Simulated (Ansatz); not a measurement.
Starting cell, ZnO (wurtzite):

```yaml
crystal:
  lattice:
    - [3.27960, 0.00000, 0.00000]
    - [-1.63980, 2.84021, 0.00000]
    - [0.00000, 0.00000, 5.29330]
  atoms:
    - { symbol: Zn, position: [0.66667, 0.33333, 0.00215] }
    - { symbol: Zn, position: [0.33333, 0.66667, 0.50215] }
    - { symbol: O, position: [0.66667, 0.33333, 0.62305] }
    - { symbol: O, position: [0.33333, 0.66667, 0.12305] }
```

Scan: atom 4 (O, nearest neighbour Zn at 1.999 Å; its periodic images, 3.3 Å or more away, move with it) is displaced along Cartesian x, direction (1.000, 0.000, 0.000) in Cartesian axes, by s. The other atoms stay.

Level of theory: PBE (plane waves to 420 eV, PAW, scalar-relativistic; Ansatz, an electronic-structure program). k mesh 9×9×5 (Γ-centred), Fermi-Dirac smearing 0.05 eV. The energy includes the smearing's −TS. ZnO was relaxed with its symmetry unable to fall. ΔE is measured from the undisplaced structure.

```json
[
 {"s (Å)": "-0.200", "ΔE (meV/cell)": "150.2"},
 {"s (Å)": "-0.160", "ΔE (meV/cell)": "94.3"},
 {"s (Å)": "-0.120", "ΔE (meV/cell)": "withheld"},
 {"s (Å)": "-0.080", "ΔE (meV/cell)": "23.0"},
 {"s (Å)": "-0.040", "ΔE (meV/cell)": "5.7"},
 {"s (Å)": "0.000", "ΔE (meV/cell)": "0.0"},
 {"s (Å)": "0.040", "ΔE (meV/cell)": "5.7"},
 {"s (Å)": "0.080", "ΔE (meV/cell)": "23.0"},
 {"s (Å)": "0.120", "ΔE (meV/cell)": "withheld"},
 {"s (Å)": "0.160", "ΔE (meV/cell)": "94.3"},
 {"s (Å)": "0.200", "ΔE (meV/cell)": "150.2"}
]
```

Problem. Fit an even polynomial form (powers 2, 4) to the given rows and predict ΔE at s = 0.120.

Solution. Least squares on the 9 given rows: ΔE = (3558)·s² + (4913)·s⁴, in meV/cell with s in Å; root-mean-square residual 0.02 meV/cell. At 0.120 the fit gives 52.3 meV/cell; the calculation gives 52.2 meV/cell, so the interpolation is off by 0.1 (+0.2 %). The quadratic term alone would give 51.2 meV/cell.

(For displaced atoms, the force is minus the slope of the energy, and its curvature is a force constant, which sets phonon frequencies.)
